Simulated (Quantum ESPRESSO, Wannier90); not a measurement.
**Tight-binding from DFT: BeS (zinc blende)**

```xyz
2
Lattice="0.0000 2.4352 2.4352 2.4352 0.0000 2.4352 2.4352 2.4352 0.0000" Properties=species:S:1:pos:R:3 pbc="T T T"
Be     0.0000     0.0000     0.0000
S      1.2176     1.2176     1.2176
```

Cell from Materials Project (mp-422), symmetrised, no further relaxation. COD (Crystallography Open Database) has an entry of this formula and space group (matched by these alone). Computed values, not measurements, from PBEsol: Quantum ESPRESSO (norm-conserving PseudoDojo potentials, cutoff 71 Ry, no spin polarisation, no spin-orbit coupling) on a Γ-centred 10×10×10 mesh, then Wannier90. Density: 12×12×12 mesh, cold smearing 0.01 Ry.

Functional, cutoff and mesh named above are those of the base row (PBEsol); the first column says what each row takes instead. Model: 8 functions from bands 2-16, start hydrogen-like Be: s;p; S: s;p, disentangled but not localised (num_iter = 0), frozen window tied to the conduction edge or Fermi level of each row, as listed, which moves Ω_I and hoppings a little by itself. Energies are relative to the valence-band maximum; the misfit is to pw.x on a path, for states up to 4.0 eV relative to the valence-band maximum. The functional changes, each with its own PseudoDojo files and their cutoffs, on the same cell. The disentangled Ω_I can sit in another minimum from row to row.

```csv
functional,frozen to (eV),Ω_I (Å²),rms misfit (meV),gap (eV),bottom of band 2 (eV),on-site Be1 pz minus Be1 s (eV),"hopping modulus S2 s – Be1 s, R = 0 0 1 (eV)","hopping modulus S2 s – Be1 pz, R = 0 0 0 (eV)","hopping modulus S2 py – Be1 px, R = 0 1 0 (eV)"
LDA,4.43,7.38,9.2,2.93,-13.58,1.59,1.995,1.760,1.589
PBE,4.64,7.40,9.0,3.14,-13.60,1.70,2.010,1.780,1.600
PBEsol,4.46,7.44,9.3,2.96,-13.63,1.67,2.004,1.772,1.596
```
